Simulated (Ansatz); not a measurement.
CoPtO2:
```xyz
4
Lattice="1.4267 0.8237 5.9671 -1.4267 0.8237 5.9671 0.0000 -1.6475 5.9671" Properties=species:S:1:pos:R:3 pbc="T T T"
Co     0.0000     0.0000     8.9506
Pt     0.0000     0.0000     0.0000
O      0.0000     0.0000    15.8901
O      0.0000     0.0000     2.0112
```

Relaxed with PBE.

Q: Map the valence electron density (e/Å³), cut off at 4 on the plane through (0.500, 0.500, 0.500) spanned by u = [1, 0, 0] and v = [-1, 1, 1] in lattice vectors, from PBE in the plane-wave PAW code Ansatz.

A: x is the fraction of u, y of v (the angle between them is 44°; rows are the nearest grid lines); atoms in the plane: Co at (0.00, 0.00), Pt at (0.00, 0.50), O at (0.78, 0.39), O at (0.22, 0.61).
```
|99992000000000000000000000029999|
|99996100000000000000000000013999|
|89999410000000000000000000000138|
|24799520000000000000000000000012|
|01111110000000000000000000000000|
|01111110000000000000000000000000|
|01245431000000000000000011100000|
|01258973100000000000000111211000|
|11138999941000000000000124688631|
|52125999993100000000000014899995|
|99522379999410000011111012699999|
|99952235999521000012222111399999|
|99999311122221000012599953225999|
|99999621011111000001499997322599|
|59999841000000000000139999952125|
|13688642100000000000014999983111|
|00011211100000000000000137985210|
|00000111000000000000000013454210|
|00000000000000000000000001111110|
|00000000000000000000000001111110|
|21000000000000000000000002599742|
|83100000000000000000000001499998|
|99931000000000000000000000169999|
|99992000000000000000000000029999|
```
Scale: ten equal steps from 0.046 (start of '0') to 4.00 (end of '9'), in the order '0123456789'; x runs from 0.000 to 1.00, y from 0.000 (bottom) to 1.00 (top).

The density is the valence pseudo-density with augmentation charge, so density and ELF within about 1 Å of a nucleus are not all-electron values.

Space group R-3m. The PBE relaxation kept the symmetry of its start; of distortions, only those at the zone centre were tested. The run is not spin-polarised. No Hubbard U is applied. Scalar-relativistic: spin–orbit coupling is off unless named, which matters more the heavier the elements.

Potentials: the later of the program's two PAW sets.
